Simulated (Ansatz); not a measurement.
Input and command of a plane-wave DFT calculation in Ansatz:

```yaml
crystal:
  lattice:
    - [5.6151041759, 0.0, 0.0]
    - [0.0, 5.6151041759, 0.0]
    - [0.0, 0.0, 4.5705259018]
  atoms:
    - { symbol: B, position: [0.0, 0.0, 0.25] }
    - { symbol: B, position: [0.0, 0.0, 0.75] }
    - { symbol: B, position: [0.5, 0.5, 0.75] }
    - { symbol: B, position: [0.5, 0.5, 0.25] }
    - { symbol: W, position: [0.1695786631, 0.6695786631, 0.0] }
    - { symbol: W, position: [0.3304213369, 0.1695786631, 0.0] }
    - { symbol: W, position: [0.3304213369, 0.8304213369, 0.5] }
    - { symbol: W, position: [0.1695786631, 0.3304213369, 0.5] }
    - { symbol: W, position: [0.6695786631, 0.1695786631, 0.5] }
    - { symbol: W, position: [0.8304213369, 0.6695786631, 0.5] }
    - { symbol: W, position: [0.8304213369, 0.3304213369, 0.0] }
    - { symbol: W, position: [0.6695786631, 0.8304213369, 0.0] }
basis:
  ecutwfc: 500
kpoints:
  mp_grid: { grid: [6, 6, 8] }
hamiltonian:
  xc: r2scan
scf:
  occupations: { method: gaussian, width: 0.1 }
output:
  forces: true
  stress: true
  eigenvalues: true
relax:
  adjacent_minimum: "off"
  f_tol: 0.008
  max_steps: 40
  cell: { stress_tol: 0.015, fix: [c, angles] }
```

```bash
ansatz run input.yaml --threads 1 --pin off --max-ram 2560MiB --backend cpu --events-out ev --progress --plain --runs-dir out
```

Processor: AMD EPYC 9R45 96-Core Processor (Zen 5), 1 thread, on a host shared with other jobs.

Problem. Estimate time, memory and problem size.

Solution. About 2.2 min on 1 thread of AMD EPYC 9R45 96-Core Processor (Zen 5), on a shared host, peak memory 1 GiB. It solves 75 bands at 50 k points (the mesh reduced by symmetry) with about 3693 plane waves (on the last cell), in 34 SCF iterations over 6 ionic steps.
